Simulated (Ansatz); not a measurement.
input.yaml

```yaml
crystal:
  lattice:
    - [-2.0366277325, 2.0366277325, 5.4956000884]
    - [2.0366277325, -2.0366277325, 5.4956000884]
    - [2.0366277325, 2.0366277325, -5.4956000884]
  atoms:
    - { symbol: Sr, position: [0.0, 0.0, 0.0] }
    - { symbol: Ni, position: [0.75, 0.25, 0.5] }
    - { symbol: Ni, position: [0.25, 0.75, 0.5] }
    - { symbol: As, position: [0.64527323, 0.64527323, 0.0] }
    - { symbol: As, position: [0.35472677, 0.35472677, 0.0] }
basis:
  ecutwfc: 500
kpoints:
  mp_grid: { grid: [12, 12, 12] }
hamiltonian:
  xc: r2scan
scf:
  occupations: { method: gaussian, width: 0.1 }
output:
  forces: true
  stress: true
  eigenvalues: true
relax:
  adjacent_minimum: "off"
  f_tol: 0.005
  max_steps: 80
  cell: { stress_tol: 0.05 }
```

Run as
```bash
ansatz run input.yaml --threads 2 --pin off --max-ram 5120MiB --backend cpu --events-out ev --progress --plain --runs-dir out
```

The calculation used Ansatz 0.2.0, DFT r2SCAN, scalar-relativistic, plane waves, PAW.

Abridged output:

```
Pseudopotentials: kind: paw
Pseudopotential: Sr, paw, valence charge 10, recommended cutoff 500 eV (meta_gga)
Pseudopotential: Ni, paw, valence charge 18, recommended cutoff 500 eV (meta_gga)
Pseudopotential: As, paw, valence charge 15, recommended cutoff 500 eV (meta_gga)
Functional definition: r2SCAN
Crystal: 5 atoms, lattice volume = 91.180 Å³
Basis set: ecut = 500 eV, 2349 PW (Γ), FFT grids on a1+a3, a2+a3, a3, exchange–correlation on 120×120×192 points (64 copies of the dense FFT grid, shifted against one another)
Bands: 46, of which v1, the nominal top of the filled ones, is band 38 counted from 1 (37 counted from 0)
Symmetry: 16 space group operations
Space group: I4/mmm (ITA 139), of the structure as read, at distance tolerance 4.5e-5 Å
k-points: 163 of 1728
Initial density: superposition of atomic densities (neutral atoms: chi_scale 0, normalization atom), corrected by the library's trained network
Initial wavefunctions: pseudopotential atomic-orbital guess
Functional: x = r2scan, c = r2scan; τ floored in thin density (d = 2e-4 eV/Å³)
SCF iter   1: F=—  HF=-24978.382138 eV  |F-HF|=—  |Δ(HF+E_count)|=         —  Δρ=2.56e-2  dr2=5.86e-1  dr2_τ=1.03e-1  ethr=1.77e-3  ⟨swp⟩=7.5  Hψ=31808  notcnv=0  defer=86
SCF iter   2: F=—  HF=-24978.576656 eV  |F-HF|=—  |Δ(HF+E_count)|=   1.95e-1  Δρ=2.56e-2  dr2=3.86e-1  dr2_τ=3.52e-3  ethr=7.71e-4  ⟨swp⟩=3.0  Hψ=12463  notcnv=0  defer=411
SCF iter   3: F=—  HF=-24978.525716 eV  |F-HF|=—  |Δ(HF+E_count)|=   5.09e-2  Δρ=7.53e-3  dr2=6.95e-2  dr2_τ=2.32e-4  ethr=5.08e-4  ⟨swp⟩=2.1  Hψ=9925  notcnv=0  defer=411
SCF iter   4: F=—  HF=-24978.516409 eV  |F-HF|=—  |Δ(HF+E_count)|=   9.31e-3  Δρ=2.01e-3  dr2=8.95e-3  dr2_τ=9.75e-5  ethr=9.14e-5  ⟨swp⟩=1.0  Hψ=8812  notcnv=0  defer=407
SCF iter   5: F=—  HF=-24978.514975 eV  |F-HF|=—  |Δ(HF+E_count)|=   1.43e-3  Δρ=1.70e-3  dr2=3.09e-3  dr2_τ=3.47e-5  ethr=1.18e-5  ⟨swp⟩=2.0  Hψ=9116  notcnv=0  defer=407
SCF iter   6: F=—  HF=-24978.514427 eV  |F-HF|=—  |Δ(HF+E_count)|=   5.48e-4  Δρ=7.91e-4  dr2=5.36e-4  dr2_τ=3.23e-6  ethr=4.07e-6  ⟨swp⟩=2.0  Hψ=9643  notcnv=0  defer=407
SCF iter   7: F=—  HF=-24978.514432 eV  |F-HF|=—  |Δ(HF+E_count)|=   4.58e-6  Δρ=2.79e-4  dr2=7.03e-5  dr2_τ=4.04e-7  ethr=7.06e-7  ⟨swp⟩=1.2  Hψ=7133  notcnv=0  defer=407
SCF iter   8: F=—  HF=-24978.514425 eV  |F-HF|=—  |Δ(HF+E_count)|=   6.49e-6  Δρ=1.32e-4  dr2=9.92e-6  dr2_τ=3.12e-8  ethr=9.25e-8  ⟨swp⟩=2.0  Hψ=11774  notcnv=0  defer=407
SCF iter   9: F=—  HF=-24978.514426 eV  |F-HF|=—  |Δ(HF+E_count)|=   2.55e-7  Δρ=4.25e-5  dr2=1.14e-6  dr2_τ=1.19e-8  ethr=1.31e-8  ⟨swp⟩=2.3  Hψ=10358  notcnv=0  defer=407
SCF iter  10: F=—  HF=-24978.514426 eV  |F-HF|=—  |Δ(HF+E_count)|=   1.00e-8  Δρ=1.05e-5  dr2=1.47e-7  dr2_τ=5.71e-10  ethr=1.50e-9  ⟨swp⟩=2.0  Hψ=10474  notcnv=0  defer=407
SCF iter  11: F=-24978.514426 eV  HF=-24978.514426 eV  |F-HF|=3.74e-9  |Δ(HF+E_count)|=   6.22e-9  Δρ=2.65e-6  dr2=7.20e-9  dr2_τ=9.17e-11  ethr=1.32e-10  ⟨swp⟩=10.9  Hψ=33523  notcnv=0
SCF 1 converged in 11 iterations: F = -24978.514426 eV  dr2 = 7.20e-9
relax step   1: F+E_penalty+E_count = -24978.51442554 eV  Δ(F+E_penalty+E_count) = +0.000e0 eV  max|allowed force component| = 1.434e-2 eV/Å  Δτ_max = 0.0000 Å  P = +0.029 GPa  Ω = 91.180 Å³  (11 SCF iters, dr2 threshold 1.00e-7 eV, accepted)
Crystal: 5 atoms, lattice volume = 91.249 Å³
Initial density: handed on by an earlier stage of this run
Initial wavefunctions: those handed on with the density
SCF iter   1: F=—  HF=-24978.514426 eV  |F-HF|=—  |Δ(HF+E_count)|=         —  Δρ=2.24e-4  dr2=3.09e-5  dr2_τ=5.17e-5  ethr=3.97e-8  ⟨swp⟩=3.0  Hψ=33043  notcnv=0
SCF iter   2: F=—  HF=-24978.514502 eV  |F-HF|=—  |Δ(HF+E_count)|=   7.61e-5  Δρ=2.09e-4  dr2=2.02e-5  dr2_τ=1.90e-7  ethr=3.97e-8  ⟨swp⟩=2.0  Hψ=13441  notcnv=0
SCF iter   3: F=—  HF=-24978.514498 eV  |F-HF|=—  |Δ(HF+E_count)|=   4.33e-6  Δρ=1.01e-4  dr2=1.13e-5  dr2_τ=8.76e-8  ethr=2.66e-8  ⟨swp⟩=2.0  Hψ=9386  notcnv=0
SCF iter   4: F=—  HF=-24978.514495 eV  |F-HF|=—  |Δ(HF+E_count)|=   3.41e-6  Δρ=3.91e-5  dr2=2.76e-6  dr2_τ=2.96e-8  ethr=1.49e-8  ⟨swp⟩=1.0  Hψ=7498  notcnv=0
SCF iter   5: F=—  HF=-24978.514494 eV  |F-HF|=—  |Δ(HF+E_count)|=   1.34e-7  Δρ=1.34e-5  dr2=4.37e-7  dr2_τ=3.03e-9  ethr=3.63e-9  ⟨swp⟩=1.3  Hψ=7615  notcnv=0
SCF iter   6: F=—  HF=-24978.514494 eV  |F-HF|=—  |Δ(HF+E_count)|=   4.19e-8  Δρ=5.54e-6  dr2=6.79e-8  dr2_τ=5.45e-10  ethr=5.75e-10  ⟨swp⟩=2.5  Hψ=11569  notcnv=0
SCF iter   7: F=—  HF=-24978.514494 eV  |F-HF|=—  |Δ(HF+E_count)|=   3.93e-9  Δρ=7.86e-6  dr2=4.41e-8  dr2_τ=2.25e-10  ethr=8.93e-11  ⟨swp⟩=2.0  Hψ=11927  notcnv=0
SCF iter   8: F=-24978.514494 eV  HF=-24978.514494 eV  |F-HF|=9.86e-10  |Δ(HF+E_count)|=  7.97e-10  Δρ=1.12e-6  dr2=1.05e-9  dr2_τ=1.05e-11  ethr=2.17e-11  ⟨swp⟩=3.9  Hψ=28769  notcnv=0
SCF 2 converged in 8 iterations: F = -24978.514494 eV  dr2 = 1.05e-9
relax step   2: F+E_penalty+E_count = -24978.51449445 eV  Δ(F+E_penalty+E_count) = -6.891e-5 eV  max|allowed force component| = 3.264e-3 eV/Å  Δτ_max = 0.0018 Å  P = -0.018 GPa  Ω = 91.249 Å³  energy of the carried Pulay correction = -3.183e-5 eV  (8 SCF iters, dr2 threshold 1.65e-8 eV, accepted)
Crystal: 5 atoms, lattice volume = 91.216 Å³
Basis set: ecut = 500 eV, 2347 PW (Γ), FFT grids on a1+a3, a2+a3, a3, exchange–correlation on 120×120×192 points (64 copies of the dense FFT grid, shifted against one another)
SCF iter   1: F=—  HF=-24978.514469 eV  |F-HF|=—  |Δ(HF+E_count)|=         —  Δρ=4.33e-4  dr2=2.09e-4  dr2_τ=9.44e-5  ethr=2.59e-7  ⟨swp⟩=3.0  Hψ=31407  notcnv=0
SCF iter   2: F=—  HF=-24978.514602 eV  |F-HF|=—  |Δ(HF+E_count)|=   1.33e-4  Δρ=5.02e-4  dr2=1.28e-4  dr2_τ=9.55e-7  ethr=2.59e-7  ⟨swp⟩=2.0  Hψ=9878  notcnv=0
SCF iter   3: F=—  HF=-24978.514584 eV  |F-HF|=—  |Δ(HF+E_count)|=   1.87e-5  Δρ=1.40e-4  dr2=3.08e-5  dr2_τ=1.32e-7  ethr=1.69e-7  ⟨swp⟩=2.0  Hψ=9350  notcnv=0
SCF iter   4: F=—  HF=-24978.514577 eV  |F-HF|=—  |Δ(HF+E_count)|=   6.89e-6  Δρ=5.97e-5  dr2=4.09e-6  dr2_τ=3.76e-8  ethr=4.05e-8  ⟨swp⟩=1.8  Hψ=7883  notcnv=0
SCF iter   5: F=—  HF=-24978.514575 eV  |F-HF|=—  |Δ(HF+E_count)|=   1.55e-6  Δρ=2.27e-5  dr2=7.49e-7  dr2_τ=9.64e-9  ethr=5.38e-9  ⟨swp⟩=2.0  Hψ=10292  notcnv=0
SCF iter   6: F=—  HF=-24978.514575 eV  |F-HF|=—  |Δ(HF+E_count)|=   1.02e-7  Δρ=1.07e-5  dr2=1.43e-7  dr2_τ=9.78e-10  ethr=9.86e-10  ⟨swp⟩=2.0  Hψ=10810  notcnv=0
SCF iter   7: F=—  HF=-24978.514575 eV  |F-HF|=—  |Δ(HF+E_count)|=   2.07e-8  Δρ=1.31e-5  dr2=1.36e-7  dr2_τ=4.56e-10  ethr=1.88e-10  ⟨swp⟩=2.0  Hψ=11663  notcnv=0
SCF iter   8: F=-24978.514575 eV  HF=-24978.514575 eV  |F-HF|=9.50e-9  |Δ(HF+E_count)|=   1.06e-8  Δρ=3.17e-6  dr2=8.24e-9  dr2_τ=7.85e-11  ethr=2.28e-11  ⟨swp⟩=3.7  Hψ=32599  notcnv=0
the search or the solves at the SCF's close seem to have found levels that the self-consistency loop had missed (the run counts 1). By its estimate they hold under 1e-12 electrons; where the run keeps them, the occupations were computed again with them
SCF 3 converged in 8 iterations: F = -24978.514575 eV  dr2 = 8.24e-9
relax step   3: F+E_penalty+E_count = -24978.51457522 eV  Δ(F+E_penalty+E_count) = -8.077e-5 eV  max|allowed force component| = 4.879e-3 eV/Å  Δτ_max = 0.0005 Å  P = -0.011 GPa  Ω = 91.216 Å³  energy of the carried Pulay correction = -1.676e-5 eV  (8 SCF iters, dr2 threshold 1.74e-8 eV, accepted)
Crystal: 5 atoms, lattice volume = 91.143 Å³
SCF iter   1: F=—  HF=-24978.514533 eV  |F-HF|=—  |Δ(HF+E_count)|=         —  Δρ=4.46e-4  dr2=2.35e-4  dr2_τ=8.97e-5  ethr=2.90e-7  ⟨swp⟩=3.0  Hψ=31348  notcnv=0
SCF iter   2: F=—  HF=-24978.514665 eV  |F-HF|=—  |Δ(HF+E_count)|=   1.32e-4  Δρ=5.15e-4  dr2=1.41e-4  dr2_τ=1.04e-6  ethr=2.90e-7  ⟨swp⟩=2.0  Hψ=9911  notcnv=0
SCF iter   3: F=—  HF=-24978.514645 eV  |F-HF|=—  |Δ(HF+E_count)|=   1.98e-5  Δρ=1.42e-4  dr2=3.14e-5  dr2_τ=1.02e-7  ethr=1.85e-7  ⟨swp⟩=2.0  Hψ=9349  notcnv=0
SCF iter   4: F=—  HF=-24978.514638 eV  |F-HF|=—  |Δ(HF+E_count)|=   7.07e-6  Δρ=5.93e-5  dr2=4.15e-6  dr2_τ=2.93e-8  ethr=4.13e-8  ⟨swp⟩=1.9  Hψ=8122  notcnv=0
SCF iter   5: F=—  HF=-24978.514637 eV  |F-HF|=—  |Δ(HF+E_count)|=   1.00e-6  Δρ=2.45e-5  dr2=6.77e-7  dr2_τ=8.29e-9  ethr=5.46e-9  ⟨swp⟩=2.0  Hψ=9779  notcnv=0
SCF iter   6: F=—  HF=-24978.514637 eV  |F-HF|=—  |Δ(HF+E_count)|=   1.09e-7  Δρ=9.03e-6  dr2=9.57e-8  dr2_τ=9.41e-10  ethr=8.91e-10  ⟨swp⟩=2.3  Hψ=12574  notcnv=0
SCF iter   7: F=—  HF=-24978.514637 eV  |F-HF|=—  |Δ(HF+E_count)|=   1.82e-8  Δρ=1.07e-5  dr2=1.04e-7  dr2_τ=4.67e-10  ethr=1.26e-10  ⟨swp⟩=2.2  Hψ=12344  notcnv=0
SCF iter   8: F=—  HF=-24978.514637 eV  |F-HF|=—  |Δ(HF+E_count)|=   1.84e-9  Δρ=2.07e-6  dr2=4.42e-9  dr2_τ=1.23e-10  ethr=1.26e-10  ⟨swp⟩=2.2  Hψ=9449  notcnv=0
SCF iter   9: F=—  HF=-24978.514637 eV  |F-HF|=—  |Δ(HF+E_count)|=  1.82e-11  Δρ=1.31e-6  dr2=1.48e-9  dr2_τ=9.69e-12  ethr=5.81e-12  ⟨swp⟩=2.7  Hψ=13819  notcnv=0
SCF iter  10: F=—  HF=-24978.514637 eV  |F-HF|=—  |Δ(HF+E_count)|=  8.37e-11  Δρ=5.75e-7  dr2=3.00e-10  dr2_τ=1.82e-12  ethr=1.95e-12  ⟨swp⟩=2.0  Hψ=9738  notcnv=0
SCF iter  11: F=—  HF=-24978.514637 eV  |F-HF|=—  |Δ(HF+E_count)|=  7.28e-12  Δρ=3.05e-7  dr2=7.90e-11  dr2_τ=4.75e-13  ethr=1.00e-12  ⟨swp⟩=1.0  Hψ=7498  notcnv=0
SCF iter  12: F=-24978.514637 eV  HF=-24978.514637 eV  |F-HF|=3.64e-12  |Δ(HF+E_count)|=  7.28e-12  Δρ=4.96e-8  dr2=2.65e-12  dr2_τ=2.69e-14  ethr=1.00e-12  ⟨swp⟩=4.1  Hψ=26596  notcnv=0
SCF 4 converged in 12 iterations: F = -24978.514637 eV  dr2 = 2.65e-12
relax step   4: F+E_penalty+E_count = -24978.51463679 eV  Δ(F+E_penalty+E_count) = -6.157e-5 eV  max|allowed force component| = 6.434e-3 eV/Å  Δτ_max = 0.0006 Å  P = +0.012 GPa  Ω = 91.143 Å³  energy of the carried Pulay correction = +1.674e-5 eV  (12 SCF iters, accepted)
Crystal: 5 atoms, lattice volume = 91.137 Å³
SCF iter   1: F=—  HF=-24978.514608 eV  |F-HF|=—  |Δ(HF+E_count)|=         —  Δρ=3.01e-4  dr2=8.09e-5  dr2_τ=2.86e-5  ethr=1.06e-7  ⟨swp⟩=2.0  Hψ=31124  notcnv=0
SCF iter   2: F=—  HF=-24978.514650 eV  |F-HF|=—  |Δ(HF+E_count)|=   4.16e-5  Δρ=3.34e-4  dr2=6.29e-5  dr2_τ=3.86e-7  ethr=1.06e-7  ⟨swp⟩=2.0  Hψ=9833  notcnv=0
SCF iter   3: F=—  HF=-24978.514642 eV  |F-HF|=—  |Δ(HF+E_count)|=   7.55e-6  Δρ=9.60e-5  dr2=1.02e-5  dr2_τ=3.74e-8  ethr=8.28e-8  ⟨swp⟩=2.0  Hψ=9291  notcnv=0
SCF iter   4: F=—  HF=-24978.514637 eV  |F-HF|=—  |Δ(HF+E_count)|=   4.94e-6  Δρ=3.17e-5  dr2=1.10e-6  dr2_τ=8.81e-9  ethr=1.34e-8  ⟨swp⟩=2.0  Hψ=9392  notcnv=0
SCF iter   5: F=—  HF=-24978.514637 eV  |F-HF|=—  |Δ(HF+E_count)|=   7.61e-8  Δρ=1.22e-5  dr2=1.73e-7  dr2_τ=1.83e-9  ethr=1.45e-9  ⟨swp⟩=2.0  Hψ=10700  notcnv=0
SCF iter   6: F=—  HF=-24978.514637 eV  |F-HF|=—  |Δ(HF+E_count)|=   2.40e-8  Δρ=5.37e-6  dr2=2.81e-8  dr2_τ=3.38e-10  ethr=2.27e-10  ⟨swp⟩=2.1  Hψ=11581  notcnv=0
SCF iter   7: F=—  HF=-24978.514637 eV  |F-HF|=—  |Δ(HF+E_count)|=   5.44e-9  Δρ=5.39e-6  dr2=2.16e-8  dr2_τ=9.85e-11  ethr=3.70e-11  ⟨swp⟩=2.0  Hψ=12466  notcnv=0
SCF iter   8: F=-24978.514637 eV  HF=-24978.514637 eV  |F-HF|=1.27e-10  |Δ(HF+E_count)|=   2.83e-9  Δρ=6.15e-7  dr2=4.79e-10  dr2_τ=1.95e-11  ethr=3.40e-12  ⟨swp⟩=3.9  Hψ=35142  notcnv=0
SCF 5 converged in 8 iterations: F = -24978.514637 eV  dr2 = 4.79e-10
relax step   5: F+E_penalty+E_count = -24978.51463731 eV  Δ(F+E_penalty+E_count) = -5.205e-7 eV  max|allowed force component| = 7.921e-3 eV/Å  Δτ_max = 0.0017 Å  P = -0.048 GPa  Ω = 91.137 Å³  energy of the carried Pulay correction = +1.942e-5 eV  (8 SCF iters, dr2 threshold 2.59e-9 eV, rejected (line search))
Crystal: 5 atoms, lattice volume = 91.127 Å³
SCF iter   1: F=—  HF=-24978.514641 eV  |F-HF|=—  |Δ(HF+E_count)|=         —  Δρ=1.64e-4  dr2=2.24e-5  dr2_τ=9.33e-6  ethr=3.00e-8  ⟨swp⟩=2.0  Hψ=31113  notcnv=0
SCF iter   2: F=—  HF=-24978.514655 eV  |F-HF|=—  |Δ(HF+E_count)|=   1.46e-5  Δρ=1.82e-4  dr2=1.86e-5  dr2_τ=1.08e-7  ethr=2.95e-8  ⟨swp⟩=2.0  Hψ=13132  notcnv=0
SCF iter   3: F=—  HF=-24978.514652 eV  |F-HF|=—  |Δ(HF+E_count)|=   2.86e-6  Δρ=4.78e-5  dr2=2.69e-6  dr2_τ=9.78e-9  ethr=2.45e-8  ⟨swp⟩=2.0  Hψ=9218  notcnv=0
SCF iter   4: F=—  HF=-24978.514651 eV  |F-HF|=—  |Δ(HF+E_count)|=   1.21e-6  Δρ=1.36e-5  dr2=2.55e-7  dr2_τ=2.69e-9  ethr=3.54e-9  ⟨swp⟩=2.0  Hψ=9094  notcnv=0
SCF iter   5: F=—  HF=-24978.514651 eV  |F-HF|=—  |Δ(HF+E_count)|=   2.09e-8  Δρ=9.41e-6  dr2=7.89e-8  dr2_τ=5.02e-10  ethr=3.36e-10  ⟨swp⟩=2.0  Hψ=9770  notcnv=0
SCF iter   6: F=—  HF=-24978.514651 eV  |F-HF|=—  |Δ(HF+E_count)|=   7.68e-9  Δρ=3.97e-6  dr2=1.30e-8  dr2_τ=9.12e-11  ethr=1.04e-10  ⟨swp⟩=2.0  Hψ=9040  notcnv=0
SCF iter   7: F=—  HF=-24978.514651 eV  |F-HF|=—  |Δ(HF+E_count)|=   1.34e-9  Δρ=2.46e-6  dr2=4.27e-9  dr2_τ=2.75e-11  ethr=1.71e-11  ⟨swp⟩=3.0  Hψ=12741  notcnv=0
SCF iter   8: F=—  HF=-24978.514651 eV  |F-HF|=—  |Δ(HF+E_count)|=  7.13e-10  Δρ=4.07e-7  dr2=1.46e-10  dr2_τ=3.24e-12  ethr=5.62e-12  ⟨swp⟩=2.0  Hψ=12220  notcnv=0
SCF iter   9: F=-24978.514651 eV  HF=-24978.514651 eV  |F-HF|=1.09e-11  |Δ(HF+E_count)|=  6.55e-11  Δρ=2.29e-7  dr2=4.42e-11  dr2_τ=3.54e-13  ethr=1.00e-12  ⟨swp⟩=5.0  Hψ=27798  notcnv=0
SCF 6 converged in 9 iterations: F = -24978.514651 eV  dr2 = 4.42e-11
relax step   6: F+E_penalty+E_count = -24978.51465104 eV  Δ(F+E_penalty+E_count) = -1.425e-5 eV  max|allowed force component| = 3.981e-4 eV/Å  Δτ_max = 0.0009 Å  P = -0.001 GPa  Ω = 91.127 Å³  energy of the carried Pulay correction = +2.446e-5 eV  (9 SCF iters, accepted)
Initial wavefunctions: pseudopotential atomic-orbital guess (no wavefunctions were taken with the density)
SCF iter   1: F=—  HF=-24978.514582 eV  |F-HF|=—  |Δ(HF+E_count)|=         —  Δρ=5.91e-5  dr2=1.91e-7  dr2_τ=7.68e-8  ethr=7.18e-6  ⟨swp⟩=2.5  Hψ=47296  notcnv=0
SCF iter   2: F=—  HF=-24978.514619 eV  |F-HF|=—  |Δ(HF+E_count)|=   3.72e-5  Δρ=3.48e-5  dr2=2.20e-7  dr2_τ=2.36e-7  ethr=2.51e-10  ⟨swp⟩=4.0  Hψ=22110  notcnv=0
SCF iter   3: F=—  HF=-24978.514624 eV  |F-HF|=—  |Δ(HF+E_count)|=   4.37e-6  Δρ=2.21e-5  dr2=5.15e-8  dr2_τ=1.01e-7  ethr=2.51e-10  ⟨swp⟩=2.0  Hψ=9413  notcnv=0
SCF iter   4: F=—  HF=-24978.514627 eV  |F-HF|=—  |Δ(HF+E_count)|=   2.83e-6  Δρ=1.17e-5  dr2=5.56e-9  dr2_τ=3.05e-8  ethr=6.78e-11  ⟨swp⟩=2.0  Hψ=8837  notcnv=0
SCF iter   5: F=—  HF=-24978.514628 eV  |F-HF|=—  |Δ(HF+E_count)|=   1.21e-6  Δρ=3.11e-6  dr2=1.29e-9  dr2_τ=2.08e-9  ethr=7.32e-12  ⟨swp⟩=2.0  Hψ=10633  notcnv=0
SCF iter   6: F=—  HF=-24978.514628 eV  |F-HF|=—  |Δ(HF+E_count)|=   8.57e-8  Δρ=7.82e-7  dr2=5.53e-10  dr2_τ=1.10e-10  ethr=1.70e-12  ⟨swp⟩=2.1  Hψ=11149  notcnv=0
SCF iter   7: F=—  HF=-24978.514628 eV  |F-HF|=—  |Δ(HF+E_count)|=   3.05e-9  Δρ=3.30e-7  dr2=1.31e-10  dr2_τ=7.61e-12  ethr=1.00e-12  ⟨swp⟩=2.0  Hψ=8955  notcnv=0
SCF iter   8: F=-24978.514628 eV  HF=-24978.514628 eV  |F-HF|=1.09e-11  |Δ(HF+E_count)|=  1.09e-11  Δρ=5.39e-8  dr2=2.74e-12  dr2_τ=1.51e-13  ethr=1.00e-12  ⟨swp⟩=5.1  Hψ=28898  notcnv=0
SCF 7 converged in 8 iterations: F = -24978.514628 eV  dr2 = 2.74e-12
SCF converged after 8 iterations
Free energy (F): -24978.514628 eV
Harris-Foulkes:  -24978.514628 eV  (|F-HF|=1.09e-11)
Internal energy: -24978.497307 eV  (E = F + TS)
E sigma→0 (E₀):  -24978.505968 eV
Entropy (-TS):   -0.017320 eV (-3.464 meV/atom)
Fermi energy:    12.735214 eV
--- Per-component energies (eV) ---
  E_band       = -1283.596093
  E_kinetic    = 1023.808512
  E_local      = -14308.659831  (includes V_loc(G=0)·N_el)
  E_nonlocal   = 154.088123
  E_hartree    = 6569.183749
  E_xc         = -470.784372
  E_vxc        = -582.216178  (∫ρ·V_xc dr)
  E_paw        = -9711.430077  (= ΣΔE_a)
  E_vpaw       = -744.682325  (= ΣTr[D̂ρ^β])
  E_aug_tail   = 0.000457  (compensation charges beyond the density's cutoff)
  E_vtau       = 35.697699  (kinetic-family band-sum trace: ∫τ·v_τ [+ j·A + Jᵃ·Aᵃ] dr)
  E_ewald      = -8231.042880
  E_core_change = -3.660989  (= ΣΔE_core)
  E_smearing   = -0.017320  (= −TS)
--- Forces (eV/Å), atoms counted from 1 ---
  atom   1  Sr     0.00000000     0.00000000     0.00000000
  atom   2  Ni     0.00000000     0.00000000     0.00000000
  atom   3  Ni     0.00000000     0.00000000     0.00000000
  atom   4  As     0.00000000     0.00000000    -0.00039177
  atom   5  As     0.00000000     0.00000000     0.00039177
--- Stress (GPa, compression-positive) ---
        0.000953       0.000000       0.000000
        0.000000       0.000953       0.000000
        0.000000       0.000000      -0.006356
  P = ⅓ Tr σ = -0.0015 GPa (-0.015 kbar)
--- Band table (eV; the first three rows and the last of 163) ---
  k-point 0: bands = ["-94.1043", "-94.1013", "-53.0702", "-53.0702", "-53.0487", "-53.0487", "-53.0259", "-53.0216", "-23.9664", "-23.7214", "-23.7152", "-23.7152", "-23.7147", "-23.7147", "-23.7124", "-23.6797", "-23.6784", "-23.6667", "-23.6637", "-5.4227", "-5.3585", "-5.3585", "-0.7120", "1.6897", "6.8825", "8.8698", "8.8698", "9.0857", "9.2049", "9.2049", "9.7367", "10.9173", "11.1858", "11.2476", "11.4509", "11.4509", "11.7255", "13.7505", "14.1351", "14.1351", "15.7391", "15.9278", "15.9979", "17.8788", "17.9389", "18.4257"]
  k-point 1: bands = ["-94.1042", "-94.1014", "-53.0704", "-53.0687", "-53.0503", "-53.0486", "-53.0257", "-53.0218", "-23.9654", "-23.7215", "-23.7153", "-23.7152", "-23.7148", "-23.7146", "-23.7123", "-23.6796", "-23.6783", "-23.6666", "-23.6638", "-5.4168", "-5.3794", "-5.3699", "-0.6056", "1.6655", "6.9756", "8.6880", "8.8828", "8.9414", "9.1292", "9.2502", "9.7935", "10.8974", "11.1800", "11.1915", "11.2736", "11.3869", "11.8617", "13.2218", "13.6548", "14.8722", "15.6611", "16.4365", "16.5079", "17.7853", "18.1950", "18.3968"]
  k-point 2: bands = ["-94.1039", "-94.1017", "-53.0709", "-53.0644", "-53.0547", "-53.0482", "-53.0253", "-53.0221", "-23.9626", "-23.7215", "-23.7154", "-23.7152", "-23.7151", "-23.7143", "-23.7121", "-23.6790", "-23.6781", "-23.6661", "-23.6641", "-5.4289", "-5.4014", "-5.4009", "-0.3160", "1.6089", "7.1449", "8.3180", "8.3475", "8.9198", "9.2451", "9.3536", "9.9105", "10.8490", "11.0582", "11.0898", "11.1286", "11.2254", "11.9585", "12.7117", "13.0453", "15.5043", "15.9445", "16.8291", "17.2275", "17.8247", "18.1729", "18.5528"]
  k-point 162: bands = ["-94.1043", "-94.1013", "-53.0702", "-53.0702", "-53.0487", "-53.0487", "-53.0259", "-53.0216", "-23.9664", "-23.7222", "-23.7177", "-23.7177", "-23.7123", "-23.7123", "-23.7113", "-23.6800", "-23.6781", "-23.6664", "-23.6639", "-5.4705", "-5.3590", "-5.3590", "-0.0548", "0.7605", "7.6181", "8.8661", "8.8661", "9.0834", "9.1374", "9.1374", "9.7442", "10.6715", "11.2503", "11.5694", "11.5694", "11.7254", "12.6295", "12.8980", "13.9290", "14.6316", "14.6316", "15.1033", "17.8859", "18.0077", "18.1690", "18.3054"]
--- Relaxed structure (6 steps of the walk, 5 accepted, 1 SCFs on fresh bases) ---
  F+E_penalty+E_count = -24978.51462785 eV   max|allowed force component| = 3.918e-4 eV/Å   (the final SCF, on the basis selected at the relaxed cell)
  cell:  # Å, volume = 91.1265 Å³
    - [-2.04050681, 2.04050681, 5.47152987]
    - [2.04050681, -2.04050681, 5.47152987]
    - [2.04050681, 2.04050681, -5.47152987]
  atoms:
    - { symbol: Sr, position: [0.0, 0.0, 0.0] }
    - { symbol: Ni, position: [0.75000000, 0.24999999, 0.50000000] }
    - { symbol: Ni, position: [0.24999999, 0.75000000, 0.50000000] }
    - { symbol: As, position: [0.64534672, 0.64534672, 0.0] }
    - { symbol: As, position: [0.35465327, 0.35465327, 0.0] }
```

The relaxation met its thresholds.

It took 12 min on 2 threads of AMD EPYC (Zen 3), with other jobs on the host, peak memory 1 GiB.

Spin polarisation was left out, and a magnetic state may lie lower.